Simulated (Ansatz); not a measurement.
PtPb4 in space group P4/nbm (No. 125; Pt on 2a, Pb on 8m) at seven volumes, DFT-PBEsol in the program Ansatz with PAW potentials, shape and atoms relaxed at each. One row is withheld.

```
V (Å³/atom)  P (GPa)
-----------  -------
24.361             ?
25.164          4.21
25.967          1.91
26.770          0.00
27.573         -1.55
28.376         -2.77
29.179         -3.65
```

Q: Fit the shown pressures and predict the withheld one.

A: Third-order Birch–Murnaghan: P = (3/2)B₀(x^(7/2) − x^(5/2))[1 + (3/4)(B′ − 4)(x − 1)] with x = (V₀/V)^(2/3). Least squares on the six rows gives V₀ = 26.763 Å³/atom, B₀ = 56.40 GPa, B′ = 6.44. At V = 24.361, x = 1.0647 and P = 7.16 GPa. The run itself gave 7.03 GPa.

The workflow started from a Materials Project entry (that database holds measured and hypothetical structures alike); the Crystallography Open Database files this formula in space group No. 125, but the cells were not matched. Whether it is the stable phase at ambient conditions was not checked. Symmetry was held in the PBEsol relaxation; whether a distortion lowers the energy is not shown. The run is not spin-polarised. Scalar-relativistic: spin–orbit coupling is off unless named, which matters more the heavier the elements.

Potentials: the later of the program's two PAW sets.
